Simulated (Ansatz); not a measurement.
## Mg₂C₃: energy along a strain

Mg₂C₃, C2/m, a = 4.774 Å, b = 4.679 Å, c = 5.011 Å, β = 104.3°. The structure is a COD entry; whether it is the stable form wasn't checked. Ansatz: r2SCAN, PAW, 500 eV, Γ-centred 8×8×6 mesh on 5 atoms, Gaussian smearing 0.05 eV; no spin polarisation. Cell vectors (Å): 2.387 -2.339 -0.006; 2.387 2.339 -0.006; -1.225 0.000 4.858. The cell is strained by x per cent times the pattern (0 0 1 0 0 0) in the order xx yy zz yz xz xy (engineering shears), with fractional coordinates held. y is the free energy over the start, V0 = 10.845 Å³/atom.

| x (%) | y (meV/atom) |
| --- | --- |
| -2.00 | ? |
| -1.50 | 4.14 |
| -1.00 | 1.82 |
| -0.50 | 0.45 |
| 0.00 | 0.00 |
| 0.50 | 0.45 |
| 1.00 | 1.75 |
| 1.50 | 3.90 |
| 1.75 | 5.27 |
| 2.00 | 6.85 |

Fit y = c2 x² + c3 x³ to the other rows, get the stiffness along the pattern, and predict the missing energy.

Least squares on the rows shown. y = 1.785 x² − 0.03639 x³. The clamped-ion stiffness p·C·p = 2 × 17.85 eV × 160.2 / 10.845 Å³ = 527 GPa, which is C33 in these axes. At x = -2.00 the fit asked for gives 7.43 meV/atom. The run gave 7.45 meV/atom, so the fit is 0.02 meV/atom too low, a small miss on the scale of the series.

Cost: 10 runs of about 2.2 core-minutes in all, on Arm Neoverse V2 (shared hosts).